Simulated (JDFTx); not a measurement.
Reference run:

System: Au(100) (Fm-3m bulk; lattice of mp-81, not re-optimised at this level), 1x1 cell of 5 atoms in 5 planes, area 8.70 Å² a face, 8.3 Å between the outermost planes in a cell 24.3 Å high; k mesh 8×8×1, Fermi width 0.01 Ha, no spin polarisation.

Reference level: PBE, GBRV ultrasoft potentials, plane waves to 20/100 Ha, in a modified build of JDFTx. Unrelaxed; liquid: CANDLE, water, 1 M NaCl. SHE scale: U = −μ/e − 4.44 V, by convention.

```csv
Fermi smearing width,work function (eV),U_pzc (V),k states × plane waves,"cycles, vacuum run","rough core time, vacuum run"
0.02 Ha,5.16,0.44,15 × 6096,19,5 min
0.01 Ha,?,?,15 × 6096,18,3 min
0.005 Ha,5.08,0.37,15 × 6096,18,4 min
0.003 Ha,5.07,0.36,15 × 6096,19,4 min
```

Problem. Complete the blanks.

Solution. 
- 0.01 Ha, work function (eV): 5.11
- 0.01 Ha, U_pzc (V): 0.41

Core times come from shared machines and are rough, one run each.
